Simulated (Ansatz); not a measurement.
Relaxed-ion elastic tensor of GaP (zinc blende, space group No. 216) in GPa (Voigt order), r²SCAN in the plane-wave PAW code Ansatz; density 4.13 g/cm³, 20.25 Å³ per atom.

```tsv
	1	2	3	4	5	6
1	142	60.5	60.5	0.0	0.0	0.0
2	60.5	142	60.5	0.0	0.0	0.0
3	60.5	60.5	142	0.0	0.0	0.0
4	0.0	0.0	0.0	73.1	0.0	0.0
5	0.0	0.0	0.0	0.0	73.1	0.0
6	0.0	0.0	0.0	0.0	0.0	73.1
```

Is the crystal mechanically stable?

Yes: the smallest eigenvalue of C is 73.1 GPa.

Work out the Voigt, Reuss and Hill averages.

K_V = 87.8, K_R = 87.8, K_H = 87.8; G_V = 60.2, G_R = 55.6, G_H = 57.9 GPa.

Give Young's modulus, Poisson's ratio, Pugh's ratio and the universal anisotropy index.

E = 9KG/(3K + G) = 142 GPa; ν = 0.23; K/G = 1.52 (brittle by the Pugh limit of 1.75); A_U = 5G_V/G_R + K_V/K_R − 6 = 0.41.

Estimate the sound speeds and the Debye temperature.

v_l = √((K + 4G/3)/ρ) = 6320 m/s, v_t = √(G/ρ) = 3750 m/s, mean 4150 m/s; Θ = (h/k)(3n/4πV)^(1/3) v_m = 453 K.

Give the Zener ratio and Young's modulus along [100], [110] and [111].

A = 2C44/(C11 − C12) = 1.79; 1/E = S11 − 2(S11 − S12 − S44/2)Γ with Γ = 0, 1/4, 1/3 gives 106, 149, 172 GPa.

Solve the Christoffel equation for the three sound speeds along [100], [110], [111].

Eigenvalues of C_ijkl n_j n_l equal ρv² (piezoelectric stiffening left out). In km/s, slowest first: [100] 4.21, 4.21, 5.87; [110] 3.15, 4.21, 6.50; [111] 3.54, 3.54, 6.70.

Space group F-43m (zinc blende). The r²SCAN relaxation kept the symmetry of its start; phonons on a q-mesh show no instability. Spin–orbit coupling is left out wherever it is not named.

Potentials: the later of the program's two PAW sets.
